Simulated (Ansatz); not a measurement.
## Ta2Se (P4/nmm): electronic heat capacity and spin susceptibility from the density of states

Theory: DFT PBEsol, scalar-relativistic, plane waves, PAW (Ansatz 0.2.0).

Plane waves to 420 eV, a k mesh through Γ of 10×10×4 on the computed 6-atom cell and Gaussian smearing (0.10 eV); no spin polarisation.

Relaxed cell: P4/nmm, a = 3.358 Å, b = 3.358 Å, c = 9.848 Å, α = 90.00°, β = 90.00°, γ = 90.00°, 6 atoms in the primitive cell. Whether it is the stable form of this composition wasn't checked.

The density of states at the Fermi level is 3.382 states/eV in the cell of 6 atoms (2 formula units; both spins, tetrahedra on a 15×15×6 mesh). Averaged over bins of 0.1 eV the density runs from 1.7 to 5.6 states/eV within 0.2 eV of the Fermi level, so the figure hangs on the exact place of that level.

Task: What Sommerfeld coefficient and Pauli susceptibility does this give?

Result: Per formula unit N(E_F) = 1.691 states/eV. γ = (π²/3) k_B² N(E_F) N_A = 2.357 mJ/(mol K²) per state/eV, so γ = 4.0 mJ/(mol K²), a mole of formula units. χ_P = μ_B² N(E_F) N_A = 3.23×10⁻⁵ emu/mol per state/eV gives 5.5×10⁻⁵ emu/mol. This is the bare band result: a measured γ of the same phase is as a rule larger by a factor 1 + λ from phonons and spin fluctuations, the spin part of χ is larger by the Stoner factor, and a measured χ also holds orbital and core terms. N(E_F) at one energy is sensitive to the mesh where the density of states has sharp peaks.

Spin-orbit coupling is left out, which matters for the bands of heavy elements.